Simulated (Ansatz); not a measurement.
ZrPbO$_{3}$:
```xyz
5
Lattice="4.1596 0.0000 0.0000 0.0000 4.1596 0.0000 0.0000 0.0000 4.1596" Properties=species:S:1:pos:R:3 pbc="T T T"
Zr     0.0000     0.0000     0.0000
Pb     2.0798     2.0798     2.0798
O      2.0798     0.0000     0.0000
O      0.0000     2.0798     0.0000
O      0.0000     0.0000     2.0798
```

This is the r²SCAN-relaxed structure.

### Question
All from r²SCAN (plane waves, PAW; program Ansatz), unless another level is named. Predict the smallest direct gap on the standard path.

### Answer
2.88 eV.

### Question
Give the formation energy from the elements (no fitted shifts).

### Answer
-2.63 eV/atom.

### Question
What about the HSE06 gap on the r²SCAN cell?

### Answer
3.48 eV.

### Question
Next, the conduction-band minimum?

### Answer
at X (3 equivalent valleys).

Space group Pm-3m (cubic perovskite). The workflow started from a Materials Project entry (that database holds measured and hypothetical structures alike); the Crystallography Open Database copy checked does not list it. COD files the formula under space group No. 38, 55. Its standing as an ambient phase is unchecked. Symmetry was held in the r²SCAN relaxation; whether a distortion lowers the energy is not shown. No spin polarisation was allowed. The references are the lowest solids computed at this level, not always the standard phases (solids in place of the gases). Scalar-relativistic: spin–orbit coupling is off unless named, which matters more the heavier the elements.

Potentials: the later of the program's two PAW sets.
